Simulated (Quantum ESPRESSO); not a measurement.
Ga4NO4F, input and log of a self-consistent run

A calculation, not a measurement. The program is pw.x of Quantum ESPRESSO 7.5 (plane-wave density functional theory). The cell is made up: 10 atoms on a corundum lattice, with randomly drawn elements, strain and displacements, not relaxed. PseudoDojo standard norm-conserving files (v0.5 for PBE, v0.4.1 for LDA and PBEsol) set the functional; there is no spin polarisation, spin-orbit coupling or dispersion term, and the masses in the input are unused placeholders.

Input:

```
&control calculation='scf', pseudo_dir='./dojo.nc.sr.pbe.v0_5.standard.upf', outdir='./o', disk_io='medium', tprnfor=.true., tstress=.true. /
&system ibrav=0, nat=10, ntyp=4, nbnd=50, ecutwfc=105.61755193, nosym=.true., tot_charge=0,
 occupations='smearing', smearing='fd', degauss=0.0018374661
/
&electrons conv_thr=7.350e-09, electron_maxstep=60, /
ATOMIC_SPECIES
F 1.0 F.upf
Ga 1.0 Ga.upf
N 1.0 N.upf
O 1.0 O.upf
CELL_PARAMETERS angstrom
2.4917 1.5262 4.518
-2.5502 1.5031 4.558
-0.0493 -2.8307 4.4741
ATOMIC_POSITIONS angstrom
Ga -0.0324 0.1863 4.7792
Ga -0.0728 0.0013 1.9814
Ga -0.0518 0.0922 8.7341
Ga -0.0389 0.1339 11.561
N -1.0333 1.5037 7.916
O -0.8932 -1.402 7.8726
O 1.7423 0.2229 7.8297
O 0.9549 -1.3536 5.603
O 0.7421 1.7049 5.6205
F -1.789 -0.0411 5.5775
K_POINTS automatic
7 7 7 1 1 1
```

The log is shortened where brackets say so; the opening notice, blank lines, dates and the lines on written files are dropped, and the path of the files is cut. It prints rydbergs, bohrs and kilobars, and counts compression as positive stress. With no partly filled state, the Fermi energy that it prints is only some level between the filled and the empty states on the mesh, and need not lie in the true gap.

```
     Program PWSCF v.7.5
     Parallel version (MPI & OpenMP), running on       1 processor cores
     Number of MPI processes:                 1
     Threads/MPI process:                     1
     [start-up lines left out]
     bravais-lattice index     =            0
     lattice parameter (alat)  =      10.1677  a.u.
     unit-cell volume          =     667.5844 (a.u.)^3
     number of atoms/cell      =           10
     number of atomic types    =            4
     number of electrons       =        88.00
     number of Kohn-Sham states=           50
     kinetic-energy cutoff     =     105.6176  Ry
     charge density cutoff     =     422.4702  Ry
     scf convergence threshold =      7.3E-09
     mixing beta               =       0.7000
     number of iterations used =            8  plain     mixing
     Exchange-correlation= PBE
                           (   1   4   3   4   0   0   0)
     [axes and pseudopotential details left out]
   Cartesian axes
     site n.     atom                  positions (alat units)
         1        Ga     tau(   1) = (  -0.0060217   0.0346248   0.8882385  )
         2        Ga     tau(   2) = (  -0.0135302   0.0002416   0.3682532  )
         3        Ga     tau(   3) = (  -0.0096273   0.0171358   1.6232766  )
         4        Ga     tau(   4) = (  -0.0072298   0.0248860   2.1486703  )
         5        N      tau(   5) = (  -0.1920440   0.2794702   1.4712286  )
         6        O      tau(   6) = (  -0.1660057  -0.2605688   1.4631625  )
         7        O      tau(   7) = (   0.3238153   0.0414271   1.4551893  )
         8        O      tau(   8) = (   0.1774730  -0.2515734   1.0413459  )
         9        O      tau(   9) = (   0.1379230   0.3168643   1.0445983  )
        10        F      tau(  10) = (  -0.3324947  -0.0076386   1.0366066  )
     number of k points=   172  Fermi-Dirac smearing, width (Ry)=  0.0018
     Number of k-points >= 100: set verbosity='high' to print them.
     Dense  grid:    97877 G-vectors     FFT dimensions: (  72,  72,  72)
     Estimated max dynamical RAM per process >     156.21 MB
     Initial potential from superposition of free atoms
     starting charge      87.9893, renormalised to      88.0000
     Starting wfcs are   60 randomized atomic wfcs
     total cpu time spent up to now is      111.8 secs
     per-process dynamical memory:    98.0 Mb
     Self-consistent Calculation
     iteration #  1     ecut=   105.62 Ry     beta= 0.70
     Davidson diagonalization with overlap
     ethr =  1.00E-02,  avg # of iterations =  2.7
     total cpu time spent up to now is      329.6 secs
     total energy              =    -813.21786999 Ry
     estimated scf accuracy    <       2.37755926 Ry
     iteration #  2     ecut=   105.62 Ry     beta= 0.70
     Davidson diagonalization with overlap
     ethr =  2.70E-03,  avg # of iterations =  3.0
     total cpu time spent up to now is      564.8 secs
     total energy              =    -813.76719611 Ry
     estimated scf accuracy    <       2.82141704 Ry
     iteration #  3     ecut=   105.62 Ry     beta= 0.70
     Davidson diagonalization with overlap
     ethr =  2.70E-03,  avg # of iterations =  2.9
     total cpu time spent up to now is      786.6 secs
     total energy              =    -814.30807897 Ry
     estimated scf accuracy    <       0.11888169 Ry
     iteration #  4     ecut=   105.62 Ry     beta= 0.70
     Davidson diagonalization with overlap
     ethr =  1.35E-04,  avg # of iterations =  3.4
     total cpu time spent up to now is     1037.3 secs
     total energy              =    -814.33327811 Ry
     estimated scf accuracy    <       0.00681406 Ry
     iteration #  5     ecut=   105.62 Ry     beta= 0.70
     Davidson diagonalization with overlap
     ethr =  7.74E-06,  avg # of iterations =  7.3
     total cpu time spent up to now is     1297.1 secs
     total energy              =    -814.33457706 Ry
     estimated scf accuracy    <       0.00340875 Ry
     [iterations 6 to 8 left out]
     iteration #  9     ecut=   105.62 Ry     beta= 0.70
     Davidson diagonalization with overlap
     ethr =  1.82E-08,  avg # of iterations =  2.6
     total cpu time spent up to now is     2175.4 secs
     total energy              =    -814.33502470 Ry
     estimated scf accuracy    <       0.00000124 Ry
     iteration # 10     ecut=   105.62 Ry     beta= 0.70
     Davidson diagonalization with overlap
     ethr =  1.41E-09,  avg # of iterations =  2.1
     total cpu time spent up to now is     2412.9 secs
     total energy              =    -814.33502478 Ry
     estimated scf accuracy    <       0.00000027 Ry
     iteration # 11     ecut=   105.62 Ry     beta= 0.70
     Davidson diagonalization with overlap
     ethr =  3.04E-10,  avg # of iterations =  2.0
     total cpu time spent up to now is     2637.0 secs
     total energy              =    -814.33502483 Ry
     estimated scf accuracy    <       0.00000005 Ry
     iteration # 12     ecut=   105.62 Ry     beta= 0.70
     Davidson diagonalization with overlap
     ethr =  5.72E-11,  avg # of iterations =  3.0
     total cpu time spent up to now is     2817.6 secs
     total energy              =    -814.33502484 Ry
     estimated scf accuracy    <          8.3E-09 Ry
     iteration # 13     ecut=   105.62 Ry     beta= 0.70
     Davidson diagonalization with overlap
     ethr =  9.48E-12,  avg # of iterations =  2.0
     total cpu time spent up to now is     3051.1 secs
     End of self-consistent calculation
     Number of k-points >= 100: set verbosity='high' to print the bands.
     the Fermi energy is    11.8838 ev
!    total energy              =    -814.33502484 Ry
     estimated scf accuracy    <          5.7E-10 Ry
     smearing contrib. (-TS)   =      -0.00000000 Ry
     internal energy E=F+TS    =    -814.33502484 Ry
     The total energy is F=E-TS. E is the sum of the following terms:
     one-electron contribution =    -228.95550138 Ry
     hartree contribution      =     198.97738994 Ry
     xc contribution           =    -219.11126514 Ry
     ewald contribution        =    -565.24564826 Ry
     convergence has been achieved in  13 iterations
     Forces acting on atoms (cartesian axes, Ry/au):
     atom    1 type  2   force =     0.12053443   -0.06874295   -0.08087621
     atom    2 type  2   force =     0.06847275    0.06637624    0.07450276
     atom    3 type  2   force =    -0.04117852    0.01648674   -0.10519643
     atom    4 type  2   force =    -0.13001708   -0.06318571    0.08807992
     atom    5 type  3   force =    -0.01256662    0.03902625   -0.01484467
     atom    6 type  4   force =     0.03703004   -0.03453794    0.00733559
     atom    7 type  4   force =    -0.03430178    0.00849851    0.00879650
     atom    8 type  4   force =    -0.02976180    0.00619993    0.00995183
     atom    9 type  4   force =     0.00612538    0.02085188    0.00729041
     atom   10 type  1   force =     0.01566320    0.00902705    0.00496030
     Total force =     0.299791     Total SCF correction =     0.000046
     Computing stress (Cartesian axis) and pressure
          total   stress  (Ry/bohr**3)                   (kbar)     P=      115.30
   0.00051835   0.00009857   0.00001233           76.25       14.50        1.81
   0.00009857   0.00110869   0.00011372           14.50      163.09       16.73
   0.00001233   0.00011372   0.00072444            1.81       16.73      106.57
     init_run     :    105.51s CPU    111.75s WALL (       1 calls)
     electrons    :   2808.91s CPU   2939.24s WALL (       1 calls)
     forces       :     26.20s CPU     26.66s WALL (       1 calls)
     stress       :     98.14s CPU     98.63s WALL (       1 calls)
     [timing details left out]
     PWSCF        :  50m39.63s CPU  53m 0.92s WALL
     JOB DONE.
```

In other units: free energy -11079.592 eV for the cell, pressure 11.53 GPa, largest force component 3.343 eV/Å. This run is the check on a run of the same cell at a cutoff of 1143 eV and k mesh 5 x 5 x 5: rerunning at a cutoff of 1437 eV and k mesh 7 x 7 x 7 moved values by no more than 0.004 eV in energy, 0.02 GPa in stress and 0.002 eV/Å in force.